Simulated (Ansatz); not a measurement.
Zincblende alloy of CdTe and MgTe (4 of 32 Cd sites exchanged), 64 atoms

Ansatz, PAW, plane waves. PBEsol relaxation of volume and atoms (shape held) at the single k point (¼, ¼, ¼) without its symmetry partners; single points on the relaxed atoms at the single k point (¼, ¼, ¼) without its symmetry partners, onto which points of the small cell's zone fold. Arrangement: random. No spin–orbit coupling unless named.

Relaxed structure:

```
CELL_PARAMETERS angstrom
12.96493 0.00000 0.00000
0.00000 12.96493 0.00000
0.00000 0.00000 12.96493
ATOMIC_POSITIONS crystal
Cd 0.00074 0.99977 0.00006
Cd 0.00101 0.00027 0.49963
Cd 0.00118 0.49998 0.99973
Cd 0.00028 0.50035 0.50004
Cd 0.50044 0.99965 0.00019
Cd 0.50075 0.99956 0.49965
Cd 0.50027 0.50010 0.50013
Cd 0.25077 0.25087 0.99967
Cd 0.25054 0.25008 0.50019
Cd 0.25145 0.75025 0.00093
Cd 0.25041 0.75088 0.49954
Cd 0.75109 0.25008 0.99959
Cd 0.75034 0.25077 0.50034
Cd 0.75011 0.74967 0.00097
Cd 0.75014 0.75065 0.49948
Cd 0.24970 0.00004 0.25050
Cd 0.25040 0.99947 0.75003
Cd 0.25020 0.49968 0.25065
Cd 0.25047 0.49996 0.75102
Cd 0.75028 0.99982 0.25034
Cd 0.75091 0.00035 0.75020
Cd 0.74956 0.50112 0.25048
Cd 0.75028 0.50043 0.74960
Cd 0.99980 0.25013 0.24950
Cd 0.00053 0.74973 0.74997
Cd 0.49991 0.24959 0.24944
Cd 0.50071 0.24979 0.75022
Cd 0.50052 0.75005 0.75068
Mg 0.50054 0.49896 0.99938
Mg 0.00005 0.24912 0.74876
Mg 0.99959 0.74904 0.24871
Mg 0.50003 0.74870 0.24904
Te 0.12532 0.12515 0.12465
Te 0.12507 0.12504 0.62517
Te 0.12503 0.62511 0.12539
Te 0.12573 0.62483 0.62477
Te 0.62559 0.12477 0.12445
Te 0.62520 0.12458 0.62458
Te 0.62289 0.62410 0.12423
Te 0.62526 0.62508 0.62450
Te 0.37589 0.37595 0.12436
Te 0.37523 0.37498 0.62508
Te 0.37603 0.87458 0.12626
Te 0.37545 0.87458 0.62491
Te 0.87476 0.37562 0.12500
Te 0.87614 0.37450 0.62548
Te 0.87581 0.87428 0.12535
Te 0.87538 0.87488 0.62456
Te 0.37520 0.12471 0.37486
Te 0.37508 0.12441 0.87485
Te 0.37567 0.62543 0.37432
Te 0.37602 0.62404 0.87588
Te 0.87494 0.12491 0.37499
Te 0.87650 0.12550 0.87433
Te 0.87597 0.62565 0.37423
Te 0.87510 0.62471 0.87505
Te 0.12459 0.37447 0.37468
Te 0.12361 0.37335 0.87346
Te 0.12355 0.87338 0.37338
Te 0.12547 0.87405 0.87521
Te 0.62486 0.37464 0.37456
Te 0.62499 0.37535 0.87518
Te 0.62359 0.87308 0.37306
Te 0.62568 0.87477 0.87495
```

Question: What are the mean bond lengths by pair (pairs within 1.2 times the sum of covalent radii, less contacts 15 % beyond the pair's median; cation–cation pairs of compounds aside; long ionic contacts are cut short by that bound)?

Answer: Cd–Te 2.810 ± 0.004 Å (standard deviation, 112 bonds); Mg–Te 2.789 ± 0.002 Å (standard deviation, 16 bonds).

Question: What gap lies between the top filled and the lowest empty level in the single points?

Answer: r²SCAN 2.35 eV (8.2 s on NVIDIA H100). Away from Γ this isn't the crystal's band gap.
